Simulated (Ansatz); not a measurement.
Relaxed Ti (hcp, Mg type):

```xyz
4
Lattice="5.8783 0.0000 0.0000 -1.4696 2.5454 0.0000 2.9391 0.0000 4.6501" Properties=species:S:1:pos:R:3 pbc="T T T"
Ti     5.8783     1.6969     3.4876
Ti     2.9391     1.6969     3.4876
Ti     1.4696     0.8485     1.1625
Ti     4.4087     0.8485     1.1625
```

A phonon eigenvector at L = (0.5, 0.0, 0.5) is frozen into this cell: atom i moves by Q times the vector below, so Q is the largest atomic displacement, in Å. The cell is held. It is one choice among 2 degenerate patterns. (q is in reciprocal vectors of the primitive cell; the cell shown is doubled to hold the pattern.)

```csv
atom,x,y,z
Ti1,0.835,0.482,0.000
Ti2,-0.835,-0.482,0.000
Ti3,0.000,0.000,1.000
Ti4,0.000,0.000,-1.000
```

Method: PBE (plane waves to 420 eV, PAW, scalar-relativistic; Ansatz, a first-principles code). k mesh 18×18×18 (Γ-centred), Fermi-Dirac smearing 0.05 eV. Energies are smeared free energies. With partly filled bands, energies and forces of such displacements shift with the k mesh and the smearing. Ti is run without spin polarisation. Ti was relaxed with its symmetry unable to fall. The zero of ΔE is the undisplaced structure. The last digit holds for this mesh only.

```json
[
 {"Q (Å)": "-0.1000", "ΔE (meV/cell)": "238.4"},
 {"Q (Å)": "-0.0833", "ΔE (meV/cell)": "167.7"},
 {"Q (Å)": "-0.0667", "ΔE (meV/cell)": "108.4"},
 {"Q (Å)": "-0.0500", "ΔE (meV/cell)": "withheld"},
 {"Q (Å)": "-0.0333", "ΔE (meV/cell)": "27.4"},
 {"Q (Å)": "-0.0167", "ΔE (meV/cell)": "6.9"},
 {"Q (Å)": "0.0000", "ΔE (meV/cell)": "0.0"},
 {"Q (Å)": "0.0167", "ΔE (meV/cell)": "6.9"},
 {"Q (Å)": "0.0333", "ΔE (meV/cell)": "27.4"},
 {"Q (Å)": "0.0500", "ΔE (meV/cell)": "withheld"},
 {"Q (Å)": "0.0667", "ΔE (meV/cell)": "108.4"},
 {"Q (Å)": "0.0833", "ΔE (meV/cell)": "167.7"},
 {"Q (Å)": "0.1000", "ΔE (meV/cell)": "238.4"}
]
```

Question: Fit an even polynomial form (powers 2, 4) to the given rows and predict ΔE at Q = 0.0500.

Answer: Least squares on the 11 given rows: ΔE = (24830)·Q² + (-98680)·Q⁴, in meV/cell with Q in Å; root-mean-square residual 0.08 meV/cell. At 0.0500 the fit gives 61.5 meV/cell; the calculation gives 61.4 meV/cell, so the interpolation is off by 0.1 (+0.2 %). The quadratic term alone would give 62.1 meV/cell.

(For displaced atoms, the force is minus the slope of the energy, and its curvature is a force constant, which sets phonon frequencies.)
